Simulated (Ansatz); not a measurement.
# Fields on a plane of GeP3 (space group R-3m)

```
GeP3
1.0
    3.50406     2.02307     3.12976
   -3.50406     2.02307     3.12976
    0.00000    -4.04614     3.12976
Ge P
2 6
Direct
  0.73657   0.73657   0.73657
  0.26343   0.26343   0.26343
  0.21835   0.21835   0.74246
  0.78165   0.78165   0.25754
  0.74246   0.21835   0.21835
  0.25754   0.78165   0.78165
  0.21835   0.74246   0.21835
  0.78165   0.25754   0.78165
```

The slice is a (-1 0 1 2) plane (indices of the conventional cell) through the point (0.743, 0.218, 0.218) (fractional), spanned by u = [100] and v = [0 1 -1] in vectors of this cell: u (5.12 Å) and v (7.01 Å, at 90° to u). It covers one period; positions are fractions (u, v).

Atoms on it: Ge at (1.00, 0.50), 0.1 Å off the plane; P at (0.00, 0.00). Other atoms lie within 1 Å of the plane.

Computed with LDA (plane waves to 420 eV, PAW, scalar-relativistic; Ansatz, a quantum-chemistry and plane-wave program). k mesh 9×9×9. These are valence fields of a PAW run, semicore shells included where kept as valence: close to a nucleus they are smooth pseudo fields. GeP3 was relaxed with its symmetry unable to fall.

```
|2233444433333333446677776644333333444433|
|4444443333222233444455555544333333444444|
|4444333322222222333344443333222233333344|
|3333332222111122223333333322222222223333|
|3333222211111111222222222211111111222222|
|2222221111111111112222111111111111112222|
|2222221111110011111111111111000011111122|
|2222221111111111111122111111111111112222|
|2222222211111111222222222211111111222222|
|3333332222111122223333332222222222223333|
|4444333322222222333333333333222222333344|
|6666443333222233334444444433333333334466|
|9988554433333333444444444444333333446688|
|9988664433333333444444444444443333446699|
|9988554433333333444444444444333333446688|
|6666443333222233334444444433333333334466|
|4444333322222222333333333333222222333344|
|3333332222111122223333332222222222223333|
|2222222211111111222222222211111111222222|
|2222221111111111111122111111111111112222|
|2222221111110011111111111111000011111122|
|2222221111111111112222111111111111112222|
|3333222211111111222222222211111111222222|
|3333332222111122223333333322222222223333|
|4444333322222222333344443333222233333344|
|4444443333222233444455555544333333444444|
|2233444433333333446677776644333333444433|
|0022444433333333446688886655443344444422|
```
Scale: ten equal steps from -1.57 (start of '0') to 1.66 (end of '9'), in the order '0123456789'. Values: log₁₀ of the valence density in e/Å³. The map has 20 points along u (two characters each, u = 0 at the left) and 28 along v (v = 0 in the bottom row). The scale is logarithmic, as a density can span decades between atoms and voids.

| v \ u | 0.00 | 0.10 | 0.20 | 0.30 | 0.40 | 0.50 | 0.60 | 0.70 | 0.80 | 0.90 |
|---|---|---|---|---|---|---|---|---|---|---|
| 0.86 | 0.69 | 0.61 | 0.25 | 0.13 | 0.35 | 0.39 | 0.34 | 0.24 | 0.29 | 0.54 |
| 0.71 | 0.31 | 0.23 | 0.08 | 0.04 | 0.09 | 0.12 | 0.09 | 0.04 | 0.06 | 0.20 |
| 0.57 | 0.15 | 0.37 | 0.39 | 0.51 | 0.85 | 0.78 | 0.79 | 0.74 | 0.45 | 0.32 |
| 0.43 | 0.15 | 0.37 | 0.39 | 0.51 | 0.85 | 0.78 | 0.79 | 0.74 | 0.45 | 0.32 |
| 0.29 | 0.31 | 0.23 | 0.08 | 0.04 | 0.09 | 0.12 | 0.09 | 0.04 | 0.06 | 0.20 |
| 0.14 | 0.69 | 0.61 | 0.25 | 0.13 | 0.35 | 0.39 | 0.34 | 0.24 | 0.29 | 0.54 |
| 0.00 | x | 0.47 | 0.80 | 0.48 | 0.39 | x | 0.13 | 0.48 | 0.86 | 0.53 |

Values: electron localisation function (ELF). Points within 0.4 Å of a nucleus are blanked (x), as the pseudised field means little there.
